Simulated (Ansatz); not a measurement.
BaHfO3:
```yaml
crystal:
  lattice:
    - [4.15753, 0.00000, 0.00000]
    - [0.00000, 4.15753, 0.00000]
    - [0.00000, 0.00000, 4.15753]
  atoms:
    - { symbol: Ba, position: [0.50000, 0.50000, 0.50000] }
    - { symbol: Hf, position: [0.00000, 0.00000, 0.00000] }
    - { symbol: O, position: [0.00000, 0.50000, 0.00000] }
    - { symbol: O, position: [0.50000, 0.00000, 0.00000] }
    - { symbol: O, position: [0.00000, 0.00000, 0.50000] }
```

The program Ansatz at the PBEsol level (PAW) gives a gap of 3.58 eV without spin–orbit coupling, maximum at R, minimum at Γ.

Q: What happens when spin–orbit coupling is switched on?

A: The gap shrinks by 0.08 eV, to 3.50 eV; maximum at R, minimum at Γ.

Q: Give the electron effective mass with spin–orbit coupling, band 1 of 2 at the edge.

A: 0.77 along [100], 0.58 along [110], 0.48 along [111] (mₑ).

Q: Give the electron effective mass with spin–orbit coupling, band 2 of 2 at the edge.

A: 0.33 along [100], 0.38 along [110], 0.43 along [111] (mₑ).

Space group Pm-3m (cubic perovskite). Symmetry was held in the PBEsol relaxation. No spin polarisation was allowed.

Potentials: the later of the program's two PAW sets.
